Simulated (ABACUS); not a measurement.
A self-consistent single point of Mg₂ZnO₃ (P-3m1, 6 atoms in the cell; from Materials Project mp-1222123, changed as shown) with ABACUS.

Method: PBEsol, numerical atomic orbitals DZP (confined pseudo-atomic orbitals with Gaussian additions; energy shift 0.003 Ry), PseudoDojo 0.4 standard norm-conserving PBEsol (tails mended) pseudopotentials run with ABACUS.

The change in words: lattice vector c scaled by 1.01. Reference geometry (P-3m1):
```
Mg2ZnO3
1.0
    3.03300     0.00000     0.00000
   -1.51650     2.62665     0.00000
    0.00000     0.00000     7.40332
Mg Zn O
2 1 3
Direct
  0.33333   0.66667   0.66580
  0.66667   0.33333   0.33420
  0.00000   0.00000   0.00000
  0.33333   0.66667   0.17262
  0.66667   0.33333   0.82738
  0.00000   0.00000   0.50000
```

Reference input (self-consistent single point, DFT, PBEsol, numerical atomic orbitals DZP (confined pseudo-atomic orbitals with Gaussian additions; energy shift 0.003 Ry), PseudoDojo 0.4 standard norm-conserving PBEsol (tails mended) pseudopotentials): basis = DZP numerical atomic orbitals, energy shift 0.003 Ry; KPT = Gamma 10 10 4 0 0 0; basis_type = lcao; ecutwfc = 100 Ry; smearing_method = fixed; potentials = PseudoDojo 0.4 standard norm-conserving PBEsol (tails mended); symmetry = 1; ks_solver = genelpa; scf_nmax = 100; scf_thr = 1.0e-06; mixing_type = broyden. This run's input differs from it in these lines:

```diff
@@ -35,3 +35,3 @@
   -1.5165000000    2.6266550000    0.0000000000
-   0.0000000000    0.0000000000    7.4033200000
+   0.0000000000    0.0000000000    7.4773530000
 
@@ -43,4 +43,4 @@
 2
-  -0.0000015165    1.7511042089    4.9291304560
-   1.5165015165    0.8755507911    2.4741895440
+  -0.0000015165    1.7511042089    4.9784216274
+   1.5165015165    0.8755507911    2.4989313726
 
@@ -54,5 +54,5 @@
 3
-  -0.0000015165    1.7511042089    1.2779610984
-   1.5165015165    0.8755507911    6.1253589016
-   0.0000000000    0.0000000000    3.7016600000
+  -0.0000015165    1.7511042089    1.2907406749
+   1.5165015165    0.8755507911    6.1866123251
+   0.0000000000    0.0000000000    3.7386765000
 # file: KPT
```

Output (repeated stretches shortened):

```
 SELF-CONSISTENT
 -------------------------------------------

                  longest orb rcut (Bohr) = 8.7
   longest nonlocal projector rcut (Bohr) = 1.9
                     search radius (Bohr) = 21.2

                          real space grid = [ 40, 40, 90 ]
                                 init_chg = atomic

 LCAO ALGORITHM --------------- ION=   1  ELEC=   1--------------------------------

 Density error is 0.0883829815634
 E_KohnSham     -753.9273690380      -10257.7080970653
 E_Fermi        0.6129270849         8.3393008134

 LCAO ALGORITHM --------------- ION=   1  ELEC=   2--------------------------------

   [... lines left out ...]

   [... 6 blocks of this kind left out ...]

 LCAO ALGORITHM --------------- ION=   1  ELEC=   9--------------------------------

 Density error is 1.3821236786e-06
 E_KohnSham     -754.4344555000      -10264.6073623274
 E_Fermi        0.6683397352         9.0932285988

 LCAO ALGORITHM --------------- ION=   1  ELEC=  10--------------------------------

 Density error is 1.90201998842e-07
 E_KohnSham     -754.4344555000      -10264.6073623277
 E_KS(sigma->0) -754.4344555000      -10264.6073623277
 E_entropy(-TS) 0.0000000000         0.0000000000
 E_Fermi        0.6683388848         9.0932170285
 charge density convergence is achieved
 final etot is -10264.607362 eV
 EFERMI = 9.0932170285 eV

 STATE ENERGY(eV) AND OCCUPATIONS    NSPIN == 1
   [... 36 lines left out ...]

 TOTAL-FORCE (eV/Angstrom)
                       Mg1         0.0000152637        -0.0000088125        -0.0560316444
                       Mg2        -0.0000152637         0.0000088125         0.0560316444
                       Zn1         0.0000000000         0.0000000000         0.0000000000
                        O1         0.0000108163        -0.0000062448        -0.1935410010
                        O2        -0.0000108163         0.0000062448         0.1935410010
                        O3         0.0000000000         0.0000000000         0.0000000000

 TOTAL-STRESS (KBAR)
       -44.8271329909         0.0010756171        -0.0007739242
         0.0010756171       -44.8258926709         0.0004468254
        -0.0007739242         0.0004468254       -68.2685664709
 TOTAL-PRESSURE: -52.640531 KBAR

 --------------------------------------------
 !FINAL_ETOT_IS -10264.6073623276897706 eV
 --------------------------------------------
```

The run converged in 10 iterations. Against the reference run the free energy goes up by 3.2 meV/atom, the pressure goes from -3.81 to -5.26 GPa, the largest force hardly changes (0.196 to 0.194 eV/Å) and the gap on the mesh goes from 2.805 to 2.716 eV.

The atom-centred basis is finite, which shifts total energies, pressures, gaps and forces against plane waves. The structure comes from a collection of computed structures, made at another level of theory; the collection holds predicted forms beside known ones.

Cost on one core: about 60 core-seconds (a rough figure).

The atomic orbitals were generated for these runs; they are not ABACUS's published sets and were checked against plane waves on a few crystals only.

“Tails mended”: in these copies of the files the far tail of each local potential was reset to the Coulomb form.
